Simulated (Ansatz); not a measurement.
Relaxed Sr3Ti2O7 (space group I4/mmm):

```xyz
12
Lattice="-1.9234 1.9234 10.0056 1.9234 -1.9234 10.0056 1.9234 1.9234 -10.0056" Properties=species:S:1:pos:R:3 pbc="T T T"
Sr     0.0000     0.0000     6.3176
Sr     0.0000     0.0000    13.6935
Sr     0.0000     0.0000    10.0056
Ti     0.0000     0.0000     1.9570
Ti     0.0000     0.0000    18.0541
O      1.9234     0.0000     8.0810
O      0.0000     1.9234     1.9246
O      0.0000     1.9234     8.0810
O      1.9234     0.0000     1.9246
O      0.0000     0.0000    16.1212
O      0.0000     0.0000     3.8899
O      0.0000     0.0000     0.0000
```

The atoms are displaced by Q × the pattern below (from a DFPT mode at Γ, largest move 1; Q in Å), at fixed cell.

| atom | x | y | z |
|---|---|---|---|
| Sr1 | 0.000 | 0.000 | 0.289 |
| Sr2 | 0.000 | 0.000 | -0.289 |
| Ti4 | 0.000 | 0.000 | 0.992 |
| Ti5 | 0.000 | 0.000 | -0.992 |
| O6 | 0.000 | 0.000 | -1.000 |
| O7 | 0.000 | 0.000 | 1.000 |
| O8 | 0.000 | 0.000 | -1.000 |
| O9 | 0.000 | 0.000 | 1.000 |
| O10 | 0.000 | 0.000 | -0.526 |
| O11 | 0.000 | 0.000 | 0.526 |

Atoms not listed stay in place.

Level of theory: LDA (plane waves to 420 eV, PAW, scalar-relativistic; Ansatz, an electronic-structure program). k mesh 10×10×10 (Γ-centred), Fermi-Dirac smearing 0.05 eV. E stands for the smeared free energy. Left out: 1 of 13 points, with atoms too close for the PAW data. Sr3Ti2O7 is run without spin polarisation. Sr3Ti2O7 was relaxed with its symmetry unable to fall. ΔE is measured from the undisplaced structure.

| Q (Å) | ΔE (eV/cell) |
|---|---|
| -0.233 | 1.390 |
| -0.140 | 0.453 |
| -0.047 | 0.046 |
| 0.047 | 0.044 |
| 0.140 | 0.378 |
| 0.233 | 1.024 |

Task: Which DFPT wavenumber at Γ belongs to this mode?
A. 291 cm⁻¹
B. 125 cm⁻¹
C. 249 cm⁻¹
D. 167 cm⁻¹

Result: C, 249 cm⁻¹. The curvature of the scan gives 249 cm⁻¹

(For displaced atoms, the force is minus the slope of the energy, and its curvature is a force constant, which sets phonon frequencies.)
